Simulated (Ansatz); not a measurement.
CoPdO2 in space group R-3m (No. 166; Pd on 3a, Co on 3b, O on 6c), DFT-PBE in the program Ansatz with PAW potentials, all energies at zero smearing, with the estimated change up to a 700 eV cutoff added, with one set of potentials and settings (totals compare only within such a set). Cell of 4 atoms (1 Pd, 1 Co, 2 O): -13232.327 eV.

```json
[
 {"element": "Pd", "reference phase": "Fm-3m, 1 atoms in the cell", "E (eV/atom)": "-6972.8544"},
 {"element": "Co", "reference phase": "P6_3/mmc, 2 atoms in the cell, spin-polarised", "E (eV/atom)": "-5126.1559"},
 {"element": "O", "reference phase": "C2/m, 4 atoms in the cell, spin-polarised", "E (eV/atom)": "-565.0000"}
]
```

Formation energy per atom, worked out: (-13232.327 − 1×(-6972.8544) − 1×(-5126.1559) − 2×(-565.0000))/4 = -0.829 eV/atom (-80 kJ per mol of atoms), at 0 K, without zero-point energy or fitted corrections.

The PBE relaxation kept the symmetry of its start. The workflow began spin-polarised and lost its moments. No Hubbard U is applied. The references are the lowest solids computed at this level, not always the standard phases (solids in place of the gases).

Potentials: the later of the program's two PAW sets.
